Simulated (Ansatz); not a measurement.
Be (fcc (Cu type), space group No. 225), a = 3.1478 Å, b = 3.1478 Å, c = 3.1478 Å, α = 90.00°, β = 90.00°, γ = 90.00°; the cell used has 1 atom.

Relaxed with PBEsol (plane waves, PAW; program Ansatz). Indices refer to the conventional cell of Fm-3m, a = 3.1478 Å, b = 3.1478 Å, c = 3.1478 Å, α = 90.00°, β = 90.00°, γ = 90.00°.

Question: Simulate the powder diffraction pattern (Fe Kα, λ = 1.93735 Å; lines above 1 %) up to 2θ = 90°.

Answer: Simulated powder pattern, Fe Kα, λ = 1.93735 Å (kinematic, ideal powder, no thermal factors, no anomalous dispersion; the 30 strongest lines at most, above 1 %, up to 2θ = 90°):

```json
[
 {"2θ (°)": "64.42", "d (Å)": "1.817", "I/Imax (%)": "100", "hkl": "(111)"},
 {"2θ (°)": "75.97", "d (Å)": "1.574", "I/Imax (%)": "48", "hkl": "(200)"}
]
```

The start of the workflow was typed in or built on a structure type; neither database checked (COD, Materials Project) lists it. It is not the phase usual at ambient conditions (space group No. 194). Symmetry was held in the PBEsol relaxation; whether a distortion lowers the energy is not shown.

Potentials: the earlier of the program's two PAW sets.
